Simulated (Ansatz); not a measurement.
# ZnCu₂: how the energy converges with the cutoff

ZnCu₂, P-3m1, a = 2.584 Å, c = 6.293 Å. The structure is a Materials Project entry; whether it is the stable form wasn't checked. Ansatz: PBEsol, PAW, cutoff varied, Γ-centred 18×18×8 mesh on 3 atoms, Gaussian smearing 0.10 eV; no spin polarisation. Single points at one geometry, the cutoff alone changed; ΔE is the energy at zero smearing over the run at 500 eV. The runs up to 350 eV lie under the cutoff recommended for these PAW datasets.

```tsv
cutoff (eV)	ΔE (meV/atom)
250	2132.20
300	231.68
350	?
420	1.94
```

Problem. Assume ΔE falls exponentially with the cutoff, fit y = ln ΔE against x, the cutoff in eV, to the other rows, and predict the missing value.

Solution. y = 7.665, 5.445, 0.663. Means x = 323.3, y = 4.5910; Σ(Δx)² = 15267, ΣΔxΔy = -625.1; the slope is their ratio. y = 17.83 − 0.04094 x, a factor of ten per 56 eV. At 350 eV this gives ΔE = 33.15 meV/atom. The run gave 14.26, a ratio of 2.32. Between neighbouring rows the decay runs from a factor of ten per 41 eV to one per 81 eV, so one exponential is only a rough guide. The fast fall gives way to a slow tail.